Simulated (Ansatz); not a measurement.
Os:
```cif
data_Os8
_chemical_formula_sum 'Os8'
_space_group_name_H-M_alt 'Fd-3m :1'
_space_group_IT_number 227
_space_group_name_Hall 'F 4d 2 3 -1d'
_cell_length_a 5.50079
_cell_length_b 5.50079
_cell_length_c 5.50079
_cell_angle_alpha 90.000
_cell_angle_beta 90.000
_cell_angle_gamma 90.000
loop_
_atom_site_label
_atom_site_type_symbol
_atom_site_symmetry_multiplicity
_atom_site_Wyckoff_symbol
_atom_site_fract_x
_atom_site_fract_y
_atom_site_fract_z
_atom_site_occupancy
Os1 Os 8 b 0.50000 0.50000 0.50000 1
```
(The calculation used a cell of 2 atoms; values per cell refer to that cell.)

Relaxed with PBEsol.

Problem. Decompose the optical modes at the zone centre into irreducible representations, and say which are infrared and Raman allowed.

Solution. Point group m-3m: Γ_opt = T2g. Infrared: none. Raman: T2g.

Problem. Assign frequencies (DFPT, plane-wave PAW PBEsol (Ansatz code)).

Solution. T2g 245 cm⁻¹.

The start of the workflow was typed in or built on a structure type; neither database checked (COD, Materials Project) lists it. It is not the phase usual at ambient conditions (space group No. 194). Symmetry was held in the PBEsol relaxation; of distortions, only those at the zone centre were tested. No spin polarisation was allowed. As this level gives no gap, phonon frequencies hold no LO–TO term and depend on the k-mesh and smearing (Fermi–Dirac, 0.1 eV here). Spin–orbit coupling is left out wherever it is not named.

Potentials: the later of the program's two PAW sets.
